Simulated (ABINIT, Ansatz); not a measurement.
This is a calculation of NbTe for ABINIT 10.8.3 (patched build). Atoms were shifted at random by some hundredths of an Å from the given cell, which wasn't relaxed again for these runs. The cell comes from a database or a generator and needn't be the stable form of this composition.

File run.abi:

```
# Pseudopotentials
pp_dirpath "./"
pseudos "Nb.GGA_PBE-JTH.xml, Te.GGA_PBE-JTH.xml"

# Structure
acell 3*1.0
rprim
     6.4736347851     0.0000000000     0.0000000000
     0.0000000000     6.4736347851     0.0000000000
     0.0000000000     0.0000000000     6.4736347851
ntypat 2
znucl 41 52
natom 2
typat 1 2
xred
     0.4931030000     0.5000620000     0.4949070000
     0.0090090000    -0.0058380000     0.0082130000
chkprim 0
chksymtnons 0
tolsym 1.0e-6

# Plane-wave basis
ecut 16.0
pawecutdg 32.0
pawxcdev 0

# k points
kptopt 1
ngkpt 8 8 8
nshiftk 1
shiftk 0.0 0.0 0.0

# Exchange and correlation
ixc 11

# Bands and occupations
nband 14
occopt 3
tsmear 0.05 eV

# SCF cycle
nstep 100
tolvrs 1.0e-9

# Output
iomode 3
prtwf 0
prteig 0
prtebands 0
enunit 2
prtden 1
prtvha 1
prtvclmb 1
prtpot 1
```

Potentials or basis: JTH PAW PBE v2.0.

Command:

```bash
$ abinit run.abi > log 2>&1
```

Q: What does the same run look like in Ansatz 0.2.0? Potentials or basis there: Ansatz PAW, cutoff 420 eV.

A: As run (cutoffs and basis follow the program's own potentials, and thresholds, step limits or extra output files can differ):

input.yaml

```yaml
crystal:
  lattice:
    - [3.4257, 0.0, 0.0]
    - [0.0, 3.4257, 0.0]
    - [0.0, 0.0, 3.4257]
  atoms:
    - { symbol: Nb, position: [0.493103, 0.500062, 0.494907] }
    - { symbol: Te, position: [0.009009, -0.005838, 0.008213] }
hamiltonian:
  xc: pbe
  pseudopotentials: { kind: paw }
kpoints:
  mp_grid: { grid: [8, 8, 8] }
scf:
  occupations: { method: fermi_dirac, width: 0.05 }
output:
  forces: true
  stress: true
  eigenvalues: true
  write_density: true
  write_potential: true
  elf: true
  volumetric_format: npy
```

Potentials or basis: Ansatz PAW.

Run with:

```console
$ ansatz run input.yaml --threads 1 --pin off --max-ram 3584MiB --backend cpu --events-out ev --progress --plain --runs-dir out
```

Both were run:

|  | ABINIT | Ansatz |
| --- | --- | --- |
| Pressure | 1.3 GPa | 0.3 GPa |
| Largest force | 0.287 eV/Å | 0.283 eV/Å |
| Energy over the undisturbed cell | 5.2 meV/atom | 5.1 meV/atom |

Ansatz's pressure holds a Pulay term of +0.03 GPa for its cutoff of 420 eV, which the other run lacks.

The potentials hold 19 and 29 valence electrons a cell.

Where Ansatz's input types no cutoff or centring, it takes its own default and a Γ-centred mesh.

Pressure is positive in compression.
